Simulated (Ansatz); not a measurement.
Mg₂SiS₄ in space group Pnma (No. 62; Pearson symbol oP28), r²SCAN in the plane-wave PAW code Ansatz, all energies at zero smearing, with the estimated change up to a 700 eV cutoff added, with one set of potentials and settings (totals compare only within such a set). Cell of 28 atoms (8 Mg, 4 Si, 16 S): -32497.771 eV.

```json
[
 {"element": "Mg", "reference phase": "P6_3/mmc, 2 atoms in the cell", "E (eV/atom)": "-1926.4086"},
 {"element": "Si", "reference phase": "Fd-3m, 2 atoms in the cell", "E (eV/atom)": "-639.0667"},
 {"element": "S", "reference phase": "P2/c, 32 atoms in the cell", "E (eV/atom)": "-905.8156"}
]
```

Formation energy per atom, worked out: (-32497.771 − 8×(-1926.4086) − 4×(-639.0667) − 16×(-905.8156))/28 = -1.328 eV/atom (-128 kJ per mol of atoms), at 0 K, without zero-point energy or fitted corrections.

The first step of the workflow began from a Materials Project structure, measured or hypothetical; the Crystallography Open Database copy checked does not list it. Whether it is the stable phase at ambient conditions was not checked. Symmetry was held in the r²SCAN relaxation; its stability against distortions is not shown here. The references are the lowest solids computed at this level, not always the standard phases.

Potentials: the later of the program's two PAW sets.
